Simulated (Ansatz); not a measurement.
SbPt:
```
CELL_PARAMETERS angstrom
      4.17384     0.00000     0.00000
     -2.08692     3.61465     0.00000
      0.00000     0.00000     5.46416
ATOMIC_POSITIONS crystal
  Sb 0.66667 0.33333 0.75000
  Sb 0.33333 0.66667 0.25000
  Pt 0.00000 0.00000 0.50000
  Pt 0.00000 0.00000 0.00000
```

Relaxed with PBEsol. Special points in fractions of this cell's reciprocal vectors: Γ (0.000, 0.000, 0.000); M (0.500, 0.000, 0.000); K (0.333, 0.333, 0.000); A (0.000, 0.000, 0.500); L (0.500, 0.000, 0.500); H (0.333, 0.333, 0.500).

Task: List the band energies nearest the Fermi level at these points for DFT-PBEsol in the program Ansatz with PAW potentials.

Result: In eV from the Fermi level; about four levels below and three above (degenerate sets whole), none deeper than 8.9 eV; points with the same levels are listed once.

```json
[
 {"k": "Γ", "below": "-2.06 -2.06 -0.12 -0.12", "above": "0.83 2.32 2.35"},
 {"k": "M", "below": "-2.66 -2.21 -2.05 -0.70", "above": "1.97 4.20 4.31 4.31"},
 {"k": "K", "below": "-2.14 -2.14 -0.54 -0.54", "above": "0.69 0.69 2.95"},
 {"k": "A", "below": "-3.58 -3.58 -3.58 -3.58 -1.21 -1.21", "above": "2.31 2.31 2.31 2.31"},
 {"k": "L", "below": "-3.17 -3.17 -3.03 -3.03", "above": "0.35 0.35 1.66 1.66"},
 {"k": "H", "below": "-2.15 -2.15 -1.74 -1.74", "above": "4.23 4.23 5.58 5.58"}
]
```

Space group P6_3/mmc (NiAs type). The first step of the workflow began from a Materials Project structure, measured or hypothetical; the Crystallography Open Database files this formula in space group No. 194, but the cells were not matched. Its standing as an ambient phase is unchecked. Symmetry was held in the PBEsol relaxation; whether a distortion lowers the energy is not shown. No spin polarisation was allowed. Scalar-relativistic: spin–orbit coupling is off unless named, which matters more the heavier the elements.

Potentials: the later of the program's two PAW sets.
